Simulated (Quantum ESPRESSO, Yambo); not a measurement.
## Quasiparticle gap of PbSe at -0.5 % isotropic strain

```xyz
2
Lattice="0.0000 3.0330 3.0330 3.0330 0.0000 3.0330 3.0330 3.0330 0.0000" Properties=species:S:1:pos:R:3 pbc="T T T"
Se     3.0330     3.0330     3.0330
Pb     6.0659     6.0659     6.0659
```

The PBEsol cell relaxed from Materials Project entry mp-2201 was given an isotropic strain of -0.5 % on all lattice vectors, and the atoms were relaxed again.

Starting point: PBE (stringent potentials; pw.x of Quantum ESPRESSO, ONCV potentials, without SOC). G0W0 in Yambo: 4×4×4 Γ-centred k mesh, bands 14 to 267 and a 15 Ry block in the screening, 267 bands in G with the Bruneval-Gonze terminator, plasmon pole fitted at 27.2 eV.

| Property | Value |
|---|---|
| PBE gap along the band path | 0.20 eV |
| PBE gap between the mesh's edge points (L → L) | 0.20 eV |
| G0W0 gap between the same points | 0.30 eV |

| k point | band | E PBE (eV) | E QP (eV) | shift (eV) | Z |
|---|---|---|---|---|---|
| Γ | VB | -2.03 | -2.60 | -0.57 | 0.78 |
| Γ | CB | 4.75 | 4.73 | -0.02 | 0.78 |
| L | VB | 0.00 | -0.37 | -0.37 | 0.79 |
| L | CB | 0.20 | -0.07 | -0.27 | 0.81 |
| W | VB | -0.87 | -1.34 | -0.47 | 0.79 |
| W | CB | 1.84 | 1.70 | -0.15 | 0.80 |

Energies count from the PBE valence-band maximum.

Convergence of the G0W0 settings was not tested.

Spin-orbit coupling is left out; with 6p states at a band edge it can lower the gap by many tenths of an eV, most of a small gap. So small a PBE gap in heavy elements may be inverted, where one-shot corrections to single bands mislead.
